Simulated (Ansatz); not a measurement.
Ansatz run, LiH$_{4}$IO$_{2}$

input.yaml (Ansatz 0.2.0)

```yaml
crystal:
  lattice:
    - [5.93878, 0.161266, -0.363944]
    - [-1.059359, 6.323266, 0.532761]
    - [0.786862, -0.213457, 6.205633]
  atoms:
    - { symbol: I, position: [0.630685, 0.842272, 0.265788] }
    - { symbol: I, position: [0.935056, 0.258367, 0.629566] }
    - { symbol: Li, position: [0.177968, 0.480849, 0.155796] }
    - { symbol: Li, position: [0.4659, 0.491281, 0.678837] }
    - { symbol: O, position: [0.211781, 0.935232, 0.688209] }
    - { symbol: O, position: [0.81614, 0.595656, 0.942004] }
    - { symbol: O, position: [0.392664, 0.188623, 0.366667] }
    - { symbol: O, position: [0.907801, 0.706852, 0.589913] }
    - { symbol: H, position: [0.661835, 0.859565, 0.710033] }
    - { symbol: H, position: [0.038684, 0.961545, 0.385162] }
    - { symbol: H, position: [0.372935, 0.782738, 0.918084] }
    - { symbol: H, position: [0.515767, 0.096632, 0.634702] }
    - { symbol: H, position: [0.125111, 0.64658, 0.802171] }
    - { symbol: H, position: [0.221563, 0.740169, 0.447666] }
    - { symbol: H, position: [0.96518, 0.12982, 0.039361] }
    - { symbol: H, position: [0.640163, 0.040317, 0.899976] }
kpoints:
  mp_grid: { grid: [3, 3, 3], shift: [0.0, 0.0, 0.0] }
magnetization:
  spin_polarized: false
scf:
  occupations: { method: fermi_dirac, width: 0.0868 }
  lower_state_search: "off"
  max_iter: 200
hamiltonian:
  pseudopotentials: { kind: paw }
  xc: rpbe
basis:
  ecutwfc: 420
  fft_grid_basis: typed
output:
  forces: true
  stress: true
  eigenvalues: true
  bader: true
  populations: true
  elf: true
  write_potential: true
  volumetric_format: npy
  dos:
    e_range: [-12, 8]
    de: 0.05
    projected: { site_lists: { H: [H], I: [I], Li: [Li], O: [O] } }
checkpoint:
  read: saved_state
```

The run starts from an earlier solution of this cell. 

Output (shortened):

```
Free energy (F): -17832.4579 eV
Harris-Foulkes:  -17832.4579 eV  (|F-HF|=1.10e-8)
Internal energy: -17832.1734 eV  (E = F + TS)
E sigma→0 (E₀):  -17832.3156 eV
Entropy (-TS):   -0.2845 eV (-17.782 meV/atom)
Fermi energy:    1.6585 eV
--- Per-component energies (eV) ---
  E_band       = -1243.3636
  E_kinetic    = 1163.5206
  E_local      = -6910.2823  (includes V_loc(G=0)·N_el)
  E_nonlocal   = -56.4462
  E_hartree    = 3130.8122
  E_xc         = -621.7506
  E_vxc        = -720.9798  (∫ρ·V_xc dr)
  E_paw        = -10319.6986  (= ΣΔE_a)
  E_vpaw       = -980.8055  (= ΣTr[D̂ρ^β])
  E_aug_tail   = 0.0023  (compensation charges beyond the density's cutoff)
  E_ewald      = -4218.1246
  E_core_change = -0.2061  (= ΣΔE_core)
  E_smearing   = -0.2845  (= −TS)
--- Stress (GPa, compression-positive) ---
      -11.3850       1.1229      -0.4736
        1.1229      -7.7953      -0.6155
       -0.4736      -0.6155     -10.0040
  P = ⅓ Tr σ = -9.7281 GPa (-97.281 kbar)
--- Löwdin populations: 16 sites ---
  site symbol       q [e]
     0      I     16.5613
     1      I     16.6707
     2     Li      2.3159
     3     Li      2.3088
     4      O      6.4105
     5      O      6.5781
     6      O      6.6310
     7      O      6.4636
     8      H      0.9516
     9      H      0.8800
    10      H      1.0420
    11      H      0.8770
    12      H      0.8706
    13      H      0.9614
    14      H      1.1342
    15      H      0.9885
  spilling = 0.0049 (of n_electrons = 72.0000)
--- Bader charges: 16 sites ---
  site symbol  charge [e]  shift [e]
     0      I      0.2386     0.0000
     1      I      0.1051     0.0000
     2     Li      0.9182     0.0001
     3     Li      0.9205     0.0001
     4      O     -0.5044     0.0000
     5      O     -0.6882     0.0000
     6      O     -0.7634     0.0000
     7      O     -0.5798     0.0000
     8      H      0.0671     0.0000
     9      H      0.1703     0.0000
    10      H     -0.0963     0.0000
    11      H      0.1788     0.0000
    12      H      0.1343     0.0000
    13      H      0.0384     0.0000
    14      H     -0.1459     0.0000
    15      H      0.0068     0.0000
```

Origin: a disordered cell, so it need not be a known compound. Caveats: many states at the Fermi level without spin polarisation, so a magnetic state may lie lower; the k mesh is coarse if the cell is a metal; atoms or cell far from equilibrium; forces of this functional can be a tenth off on these datasets.
